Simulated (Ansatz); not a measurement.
ZrHgS3: modes against the lattice constant

These are results of DFT PBEsol, scalar-relativistic, plane waves, PAW in Ansatz, not measurements. Plane waves to 420 eV; Γ-centred k mesh 8×8×8; Fermi-Dirac smearing of 0.15 eV. No spin polarisation. Phonons by linear response, acoustic sum rule imposed.

The cell is fixed (symmetry leaves no force on the atoms) and stands under 4.3 GPa:
Space group Pm-3m (No. 221). a = 4.856 Å, b = 4.856 Å, c = 4.856 Å, α = 90.00°, β = 90.00°, γ = 90.00°
| atom | site | symmetry | x | y | z |
| --- | --- | --- | --- | --- | --- |
| Hg | 1a | m-3m | 0.0000 | 0.0000 | 0.0000 |
| Zr | 1b | m-3m | 0.5000 | 0.5000 | 0.5000 |
| S | 3c | 4/mm.m | 0.5000 | 0.5000 | 0.0000 |

Its imaginary modes show that this cell, the ideal cubic perovskite prototype, isn't a minimum of the energy. In a metal, frequencies and elastic constants depend on the k mesh and the smearing, soft modes and shear constants most. Spin–orbit coupling is left out, which matters for heavy elements. A semilocal functional can close a gap that the real compound has.

Task: How do the optical zone-centre modes (counted from the lowest optical one, degenerate ones once; i marks imaginary ones) of this metal change over a = 4.856, 4.944 and 5.018 Å?

Result:
```
         a (Å)  4.856  4.944  5.018
pressure (GPa)    4.3    0.0   -2.8
 mode 1 (cm⁻¹)   106i    85i    66i
 mode 4 (cm⁻¹)    96i    72i    64i
 mode 7 (cm⁻¹)    32i    17i     33
mode 10 (cm⁻¹)    378    325    280
```